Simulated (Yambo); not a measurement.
Yambo input for SiO2 (space group Imma, No. 74) (a = b = c = 7.030 Å, α = 136.18°, β = 94.40°, γ = 101.64°), on PBEsol (Quantum ESPRESSO, PseudoDojo norm-conserving, 84 Ry, no spin-orbit coupling) wavefunctions on a 4×4×4 mesh:

```
optics
chi
dipoles
kernel
FFTGvecs= 40 Ry
Chimod= "HARTREE"
NGsBlkXd= 3 Ry
% QpntsRXd
 1 | 1 |
%
% BndsRnXd
 1 | 162 |
%
GrFnTpXd= "R"
% EnRngeXd
 0.0 | 20.0 | eV
%
% DmRngeXd
 0.2 | 0.2 | eV
%
CGrdSpXd= 50
ETStpsXd= 161
% LongDrXd
 1.0 | 0.0 | 0.0 |
%
% XfnQP_E
 2.979 | 1.0 | 1.0 |
%
```

First lines of the file o-*.eps_q1_inv_rpa_dyson:

```
Absorption @ Q(1):   1.00000000     0.00000000     0.00000000    [q->0 direction]
#
# [ X ] Hartree size     :  147
# [GEN] GF Energies     : Perdew, Burke & Ernzerhof SOL(X)+Perdew, Burke & Ernzerhof SOL(C)+ user defined corrections @E
# [GEN] Green`s Function     : Retarded
#
# [GEN] Gauge     : Length
# [GEN] [r,Vnl] included     : yes
#
#    E[1] [eV]     Im(eps)     Re(eps)     Im(eps_o)     Re(eps_o)
#
     0.000000     -0.37619E-09     1.767707     -0.63119E-18     1.856842
     0.125000     0.147438E-3     1.767753     0.167805E-3     1.856894
     0.250000     0.295013E-3     1.767891     0.335764E-3     1.857052
     0.375000     0.442862E-3     1.768122     0.504032E-3     1.857314
     0.500000     0.591123E-3     1.768445     0.672766E-3     1.857681
     0.625000     0.739934E-3     1.768860     0.842122E-3     1.858154
     0.750000     0.889436E-3     1.769369     0.001012     1.858733
     0.875000     0.001040     1.769971     0.001183     1.859419
     1.000000     0.001191     1.770668     0.001356     1.860211
     1.125000     0.001344     1.771459     0.001529     1.861112
     1.250000     0.001497     1.772346     0.001704     1.862121
     1.375000     0.001652     1.773329     0.001880     1.863240
     1.500000     0.001809     1.774410     0.002059     1.864470
     1.625000     0.001968     1.775589     0.002239     1.865812
     1.750000     0.002128     1.776868     0.002421     1.867267
     1.875000     0.002290     1.778247     0.002606     1.868837
     2.000000     0.002455     1.779729     0.002794     1.870523
     2.125000     0.002622     1.781314     0.002984     1.872326
     2.250000     0.002792     1.783005     0.003177     1.874250
     2.375000     0.002965     1.784802     0.003373     1.876295
     2.500000     0.003141     1.786708     0.003573     1.878463
     2.625000     0.003320     1.788725     0.003776     1.880758
     2.750000     0.003502     1.790855     0.003984     1.883180
     2.875000     0.003689     1.793100     0.004196     1.885734
     3.000000     0.003879     1.795462     0.004412     1.888421
     3.125000     0.004073     1.797945     0.004633     1.891245
     3.250000     0.004273     1.800550     0.004859     1.894208
     3.375000     0.004477     1.803282     0.005091     1.897314
     3.500000     0.004686     1.806142     0.005328     1.900566
     3.625000     0.004900     1.809134     0.005572     1.903968
     3.750000     0.005121     1.812262     0.005822     1.907525
     3.875000     0.005348     1.815530     0.006079     1.911239
     4.000000     0.005581     1.818941     0.006344     1.915117
```
(The file goes on to the top of the energy range.) Convergence of the RPA response with its 4×4×4 mesh was not tested. The scissor comes from a G0W0 run whose convergence isn't established.

Geometry of the Materials Project entry, not relaxed at this level.

This is not the ordinary phase of the substance; no match was found in the copy of COD used, and its stability was not checked.
